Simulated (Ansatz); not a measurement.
LaInPt4:
```
CELL_PARAMETERS angstrom
      0.00000     3.84877     3.84877
      3.84877     0.00000     3.84877
      3.84877     3.84877     0.00000
ATOMIC_POSITIONS crystal
  La 0.00000 0.00000 0.00000
  In 0.25000 0.25000 0.25000
  Pt 0.62423 0.62423 0.12730
  Pt 0.62423 0.12730 0.62423
  Pt 0.12730 0.62423 0.62423
  Pt 0.62423 0.62423 0.62423
```

Relaxed with r²SCAN. Special points in fractions of this cell's reciprocal vectors: Γ (0.000, 0.000, 0.000); X (0.500, 0.000, 0.500); U (0.625, 0.250, 0.625); K (0.375, 0.375, 0.750); L (0.500, 0.500, 0.500); W (0.500, 0.250, 0.750).

Task: List the band energies nearest the Fermi level at these points for r²SCAN in the plane-wave PAW code Ansatz.

Result: In eV from the Fermi level; about four levels below and three above (degenerate sets whole), none deeper than 8.9 eV; points with the same levels are listed once.

```tsv
k	below	above
Γ	-0.85 -0.66 -0.66 -0.66	0.57 0.57 0.57
X	-1.78 -1.78 -1.76 -1.66 -1.64	1.20 1.68 1.68
U	-2.03 -1.58 -1.20 -1.20	0.07 1.45 2.16
L	-1.95 -1.95 -1.60 -1.60 -0.82	0.54 0.54 0.57
W	-1.27 -1.15 -1.10 -0.20	1.23 2.30 2.43
```

Space group F-43m. The workflow started from a Materials Project entry (that database holds measured and hypothetical structures alike); the Crystallography Open Database copy checked does not list it. With La and In taken as one species the cell has the higher symmetry Fd-3m, so it may be an ordered model of a mixed-site phase. Whether it is the stable phase at ambient conditions was not checked. Symmetry was held in the r²SCAN relaxation; its stability against distortions is not shown here. The run is not spin-polarised. Scalar-relativistic: spin–orbit coupling is off unless named, which matters more the heavier the elements.

Potentials: the later of the program's two PAW sets.
